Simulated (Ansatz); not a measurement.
Data:

YPt2:
```
YPt2
1.0
    0.00000     3.82334     3.82334
    3.82334     0.00000     3.82334
    3.82334     3.82334     0.00000
Y Pt
2 4
Direct
  0.50000   0.50000   0.50000
  0.75000   0.75000   0.75000
  0.12500   0.12500   0.12500
  0.62500   0.12500   0.12500
  0.12500   0.12500   0.62500
  0.12500   0.62500   0.12500
```

This is the r²SCAN-relaxed structure.

Task: All from DFT-r²SCAN in the program Ansatz with PAW potentials, unless another level is named. Estimate the formation energy from the elements (no fitted shifts).

Result: -1.19 eV/atom.

Task: What about the density of states at the Fermi level?

Result: 0.44 states/eV per atom (mean over ±0.08 eV).

Space group Fd-3m (cubic Laves (MgCu2 type)). The workflow started from an entry of the Crystallography Open Database (COD). Its standing as an ambient phase is unchecked. The cell was relaxed with r²SCAN under the symmetry of its start; whether a distortion lowers the energy is not shown. No spin polarisation was allowed. The references are the lowest solids computed at this level, not always the standard phases. Scalar-relativistic: spin–orbit coupling is off unless named, which matters more the heavier the elements.

Potentials: the later of the program's two PAW sets.
